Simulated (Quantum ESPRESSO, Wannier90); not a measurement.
**Tight-binding from DFT: GaAs (zinc blende)**

```xyz
2
Lattice="0.0000 2.8751 2.8751 2.8751 0.0000 2.8751 2.8751 2.8751 0.0000" Properties=species:S:1:pos:R:3 pbc="T T T"
Ga     0.0000     0.0000     0.0000
As    -1.4375    -1.4375    -1.4375
```

Structure: Materials Project mp-2534, symmetrised, not relaxed again. COD (Crystallography Open Database) has an entry of this formula and space group (matched by these alone). Computed values, not measurements, from PBEsol: Quantum ESPRESSO (norm-conserving PseudoDojo potentials, cutoff 68 Ry, spinors with spin-orbit coupling) on a Γ-centred 8×8×8 mesh, then Wannier90. Density: 10×10×10 mesh, cold smearing 0.01 Ry.

Base run: 16 functions from bands 21-50 of the 50 computed, start hydrogen-like Ga: s;p; As: s;p, centres 0.05 Å off the atoms, frozen window up to 1.50 eV relative to the Fermi level, outer window open. Its settings: num_cg_steps = 5, trial_step = 2 and dis_mix_ratio = 0.5 (the program's defaults), conv_tol = 1.0e-6 over 4 steps, num_iter = 1000, dis_conv_tol = 1.0e-6, dis_num_iter = 1000. One of them is changed at a time.

| run | disentanglement steps | localisation steps | Ω_I (Å²) | Ω_total (Å²) | ended |
|---|---|---|---|---|---|
| base | 93 | 294 | 20.940 | 23.990 | converged |
| conv_tol = 1.0e-10 | 93 | 398 | 20.940 | 23.990 | converged |
| conv_tol = 1.0e-4 | 93 | 211 | 20.940 | 23.992 | converged |
| dis_num_iter = 20 | 20 | 321 | 21.366 | 24.619 | step limit |
